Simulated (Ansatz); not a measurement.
Input:

Ag:
```xyz
1
Lattice="2.6844 0.0000 0.0000 0.0000 2.6844 0.0000 0.0000 0.0000 2.6844" Properties=species:S:1:pos:R:3 pbc="T T T"
Ag     0.0000     0.0000     0.0000
```

This is the PBEsol-relaxed structure.

Problem. All from plane-wave PAW PBEsol (Ansatz code), unless another level is named. Give the density of states at the Fermi level.

Solution. 0.26 states/eV per atom (mean over ±0.08 eV).

Problem. What about the gap with spin–orbit coupling?

Solution. none (metallic).

Space group Pm-3m (simple cubic). The cell is a constructed one: a structure type filled with these elements; neither database checked (COD, Materials Project) lists it. It is not the phase usual at ambient conditions (space group No. 225). The PBEsol relaxation kept the symmetry of its start. At this level the phase is mechanically unstable. The run is not spin-polarised. Scalar-relativistic: spin–orbit coupling is off unless named, which matters more the heavier the elements.

Potentials: the later of the program's two PAW sets.
